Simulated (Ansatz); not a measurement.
What a change of settings does: TiN (rocksalt type)

First run: DFT, PBE, all-electron LAPW, scalar-relativistic (Ansatz 0.2.0).

Command: `ansatz run input.yaml --threads 1 --pin off --max-ram 2048MiB --backend cpu --events-out ev --progress --plain --runs-dir out` It took 16 s on 1 thread of Arm Neoverse V2, on a shared host, peak memory 0.4 GiB.

```yaml
crystal:
  lattice:
    - [0.0, 1.9035469607, 1.9035469607]
    - [1.9035469607, 0.0, 1.9035469607]
    - [1.9035469607, 1.9035469607, 0.0]
  atoms:
    - { symbol: Ti, position: [0.0, 0.0, 0.0] }
    - { symbol: "N", position: [0.5, 0.5, 0.5] }
kpoints:
  mp_grid: { grid: [15, 15, 15] }
scf:
  occupations: { method: fermi_dirac, width: 0.1 }
hamiltonian:
  xc: pbe
  pseudopotentials: { kind: all_electron, lapw: { basis_error: 0.001 } }
output:
  forces: true
  stress: true
  eigenvalues: true
  populations: true
```

The cell comes from a relaxation on PAW files under the same functional, begun from a prototype that needn't be the stable phase.

This run: volume at 0.72 of the series' base cell.

It converges in 7 SCF iterations at a pressure of 180.8 GPa.

The input is then changed:

```diff
 scf:
-  occupations: { method: fermi_dirac, width: 0.1 }
+  occupations: { method: gaussian, width: 0.1 }
 hamiltonian:
```

What does the second run give?

It converges in 7 SCF iterations at a pressure of 180.7 GPa, free energy +3.7 meV/atom against the first run's. Results part of its log:
```
SCF 1 converged in 7 iterations: F = -24724.632486 eV  dr2 = 2.39e-8
SCF converged after 7 iterations
Free energy (F): -24724.632486 eV
Harris-Foulkes:  -24724.632486 eV  (|F-HF|=4.36e-8)
Internal energy: -24724.630236 eV  (E = F + TS)
E sigma→0 (E₀):  -24724.631361 eV
Entropy (-TS):   -0.002251 eV (-1.125 meV/atom)
Fermi energy:    24.811579 eV
--- Per-component energies (eV) ---
  E_band       = -4161.294282
  E_kinetic    = 24990.771166
  E_xc         = -1346.567064
  E_electrostatic = -48368.834338  (all electrons and nuclei)
  E_smearing   = -0.002251  (= −TS)
  E_closure    = 0.000000  (closes the sum)
  E_atoms      = -24708.363565  (free atoms, spherical and without spin; not in F)
  Σ components = -24724.632486   (vs F -24724.632486, Δ=0.00e0)
  Basis errors (estimates in eV, not in F): energy 3.2e-4 per atom: plane waves 2.8e-4 (1.6e-4 summed), levels above the bands 0.0e0, relativity 4.4e-8, radial functions 3.8e-5, core shells 8.2e-14; eigenvalues (radial functions only) 2.1e-6; not estimated: angular momenta, meshes, grids; target (lapw.basis_error) 1.0e-3; muffin-tin radii N 0.857 Å, Ti 1.046 Å
--- Forces (eV/Å), atoms counted from 1 ---
  atom   1  Ti    -0.00000000     0.00000000     0.00000000
  atom   2  N      0.00000000    -0.00000000     0.00000000
  max |Σ_I F_I| component: 1.58e-29 eV/Å
--- Stress (GPa, compression-positive) ---
      180.672126       0.000000      -0.000000
        0.000000     180.672126       0.000000
       -0.000000       0.000000     180.672126
  P = ⅓ Tr σ = 180.6721 GPa (1806.721 kbar)
--- Band table (eV; the first three rows and the last of 120) ---
  k-point 0: bands = ["-505.7139", "-412.9497", "-412.9497", "-412.9497", "-352.1681", "-32.6262", "-8.1531", "-8.1531", "-8.1531", "5.9713", "22.4614", "22.4614", "22.4614", "23.8496", "23.8496", "23.8496", "25.7815", "25.7815"]
  k-point 1: bands = ["-505.7139", "-412.9497", "-412.9497", "-412.9497", "-352.1681", "-32.6099", "-8.2517", "-8.1591", "-8.1591", "6.1277", "21.7578", "21.8622", "21.8622", "24.0615", "24.0615", "24.3031", "26.4019", "26.4019"]
  k-point 2: bands = ["-505.7139", "-412.9497", "-412.9497", "-412.9497", "-352.1681", "-32.5635", "-8.5228", "-8.1760", "-8.1760", "6.5708", "20.4820", "20.7984", "20.7984", "24.4779", "24.4779", "24.9325", "27.7264", "27.7264"]
  k-point 119: bands = ["-505.7139", "-412.9497", "-412.9497", "-412.9497", "-352.1681", "-32.1104", "-9.3240", "-9.2669", "-8.8215", "8.2231", "17.8391", "18.5379", "18.6156", "25.9562", "26.6635", "28.7816", "30.6178", "31.1212"]
--- Löwdin populations: 2 sites ---
  site symbol       q [e]
     0     Ti     21.3135
     1      N      7.6354
  spilling = 0.001760 (of n_electrons = 29.000000)
```
